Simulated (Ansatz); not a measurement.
# Band structure of Bi2Te3

```xyz
5
Lattice="2.1930 1.2661 10.1657 -2.1930 1.2661 10.1657 0.0000 -2.5323 10.1657" Properties=species:S:1:pos:R:3 pbc="T T T"
Bi    0.0000    0.0000   12.1988
Bi    0.0000    0.0000   18.2982
Te    0.0000    0.0000    0.0000
Te    0.0000    0.0000    6.3891
Te    0.0000    0.0000   24.1079
```

Atom numbers follow the list: Bi1, Bi2, Te3, Te4, Te5.

The cell is COD entry 9011962, as deposited and not checked against the literature; nothing was relaxed.

Spin–orbit coupling is left out, though it moves levels of the heavy atoms by tenths of an eV or more.

Computed with DFT, PBEsol, all-electron LAPW, scalar-relativistic (Ansatz 0.2.0).

Settings: a Γ-centred 7×7×7 k mesh, Fermi–Dirac smearing of 0.08 eV, basis error target 1 meV/atom, no spin polarisation.

Points in fractions of the reciprocal vectors of this cell: Γ (0, 0, 0), T (0.5, 0.5, 0.5), H2 (0.823, 0.177, 0.5), H0 (0.5, -0.177, 0.177), L (0.5, 0, 0), S0 (0.339, -0.339, 0), S2 (0.661, 0, 0.339), F (0.5, 0, 0.5). The path joins them by straight lines in the order Γ–T–H2–H0–L–Γ–S0–S2–F; legs that retrace an earlier one aren't tabulated. Energies are in eV from the top of the valence band.

Task: Metal or insulator at this level of theory?

Result: An insulator or semiconductor: gap 0.24 eV, direct at Γ (so small a gap may close at points that the mesh and path miss).

Task: Tabulate bands 71 to 76, counted from the lowest band of the run, along the path.

Result: 
| k (1/Å) | point | band 71 | band 72 | band 73 | band 74 | band 75 | band 76 |
| --- | --- | --- | --- | --- | --- | --- | --- |
| 0.00 | Γ | -0.85 | -0.85 | 0.00 | 0.24 | 0.64 | 0.64 |
| 0.04 |  | -0.86 | -0.86 | -0.05 | 0.29 | 0.66 | 0.66 |
| 0.09 |  | -0.90 | -0.90 | -0.14 | 0.40 | 0.72 | 0.72 |
| 0.13 |  | -0.95 | -0.95 | -0.24 | 0.51 | 0.80 | 0.80 |
| 0.18 |  | -1.01 | -1.01 | -0.33 | 0.63 | 0.90 | 0.90 |
| 0.22 |  | -1.07 | -1.07 | -0.40 | 0.72 | 1.00 | 1.00 |
| 0.26 |  | -1.12 | -1.12 | -0.44 | 0.79 | 1.09 | 1.09 |
| 0.31 | T | -1.14 | -1.14 | -0.46 | 0.82 | 1.13 | 1.13 |
| 0.44 |  | -1.22 | -0.61 | -0.20 | 0.65 | 0.74 | 1.11 |
| 0.57 |  | -1.38 | -0.95 | -0.72 | 1.19 | 1.23 | 1.54 |
| 0.71 |  | -1.52 | -1.17 | -1.13 | 1.43 | 1.95 | 2.12 |
| 0.84 |  | -1.48 | -1.30 | -1.17 | 1.68 | 1.79 | 1.89 |
| 0.97 |  | -1.47 | -1.06 | -0.87 | 1.30 | 1.31 | 2.03 |
| 1.10 |  | -1.70 | -0.81 | -0.60 | 0.96 | 1.10 | 2.30 |
| 1.23 | H2 | -1.95 | -0.97 | -0.77 | 1.17 | 1.44 | 2.52 |
| 1.26 |  | -1.91 | -1.06 | -0.74 | 1.15 | 1.54 | 2.46 |
| 1.30 |  | -1.78 | -1.21 | -0.68 | 1.09 | 1.72 | 2.31 |
| 1.33 |  | -1.65 | -1.36 | -0.65 | 1.06 | 1.92 | 2.13 |
| 1.36 |  | -1.65 | -1.36 | -0.65 | 1.06 | 1.92 | 2.13 |
| 1.39 |  | -1.78 | -1.21 | -0.68 | 1.09 | 1.72 | 2.31 |
| 1.42 |  | -1.91 | -1.06 | -0.74 | 1.15 | 1.54 | 2.46 |
| 1.45 | H0 | -1.95 | -0.97 | -0.77 | 1.17 | 1.44 | 2.52 |
| 1.52 |  | -2.09 | -1.17 | -1.03 | 1.50 | 1.77 | 2.61 |
| 1.59 |  | -2.21 | -1.39 | -1.33 | 1.87 | 2.09 | 2.67 |
| 1.66 |  | -2.30 | -1.65 | -1.58 | 2.18 | 2.25 | 2.71 |
| 1.74 |  | -2.17 | -1.90 | -1.48 | 1.94 | 2.04 | 2.72 |
| 1.81 |  | -2.30 | -1.60 | -1.09 | 1.36 | 1.63 | 2.74 |
| 1.88 |  | -2.40 | -1.14 | -0.69 | 0.81 | 1.23 | 2.74 |
| 1.95 | L | -2.43 | -0.90 | -0.50 | 0.54 | 1.05 | 2.74 |
| 2.07 |  | -2.16 | -0.90 | -0.53 | 0.60 | 1.09 | 2.44 |
| 2.19 |  | -1.61 | -0.91 | -0.59 | 0.76 | 1.20 | 1.96 |
| 2.31 |  | -1.03 | -0.94 | -0.65 | 0.95 | 1.37 | 1.53 |
| 2.43 |  | -1.00 | -0.89 | -0.50 | 1.00 | 1.39 | 1.53 |
| 2.55 |  | -1.10 | -0.98 | -0.65 | 1.23 | 1.31 | 1.39 |
| 2.67 |  | -1.17 | -1.03 | -0.49 | 0.71 | 0.90 | 1.24 |
| 2.79 | Γ | -0.85 | -0.85 | 0.00 | 0.24 | 0.64 | 0.64 |
| 2.93 |  | -1.15 | -1.10 | -0.40 | 0.53 | 1.18 | 1.31 |
| 3.06 |  | -0.72 | -0.56 | -0.43 | 0.65 | 1.08 | 1.37 |
| 3.20 |  | -0.67 | -0.56 | -0.42 | 0.71 | 1.12 | 1.28 |
| 3.34 |  | -1.15 | -1.13 | -0.43 | 0.96 | 1.60 | 1.61 |
| 3.48 |  | -1.78 | -1.72 | -0.45 | 1.11 | 2.18 | 2.20 |
| 3.62 |  | -2.18 | -1.89 | -0.53 | 1.14 | 2.50 | 2.62 |
| 3.76 | S0 | -1.62 | -1.39 | -0.64 | 1.05 | 2.00 | 2.05 |
| 3.79 |  | -1.73 | -1.31 | -0.66 | 1.08 | 1.85 | 2.23 |
| 3.82 |  | -1.87 | -1.17 | -0.73 | 1.16 | 1.69 | 2.41 |
| 3.85 |  | -1.98 | -1.05 | -0.82 | 1.25 | 1.56 | 2.53 |
| 3.88 |  | -1.98 | -1.05 | -0.82 | 1.25 | 1.56 | 2.53 |
| 3.91 |  | -1.87 | -1.17 | -0.73 | 1.16 | 1.69 | 2.41 |
| 3.94 |  | -1.73 | -1.31 | -0.66 | 1.08 | 1.85 | 2.23 |
| 3.96 | S2 | -1.62 | -1.39 | -0.64 | 1.05 | 2.00 | 2.05 |
| 4.03 |  | -1.27 | -1.06 | -0.68 | 0.98 | 1.58 | 1.75 |
| 4.10 |  | -1.00 | -0.77 | -0.67 | 0.91 | 1.18 | 1.47 |
| 4.16 |  | -0.93 | -0.58 | -0.58 | 0.85 | 0.91 | 1.27 |
| 4.23 |  | -0.96 | -0.70 | -0.61 | 0.84 | 0.98 | 1.21 |
| 4.30 |  | -1.19 | -0.90 | -0.86 | 0.84 | 1.31 | 1.32 |
| 4.36 |  | -1.64 | -1.23 | -0.94 | 0.83 | 1.44 | 1.76 |
| 4.43 | F | -1.83 | -1.54 | -0.95 | 0.82 | 1.49 | 2.05 |

Kohn–Sham gaps of semilocal functionals usually fall short of measured ones.
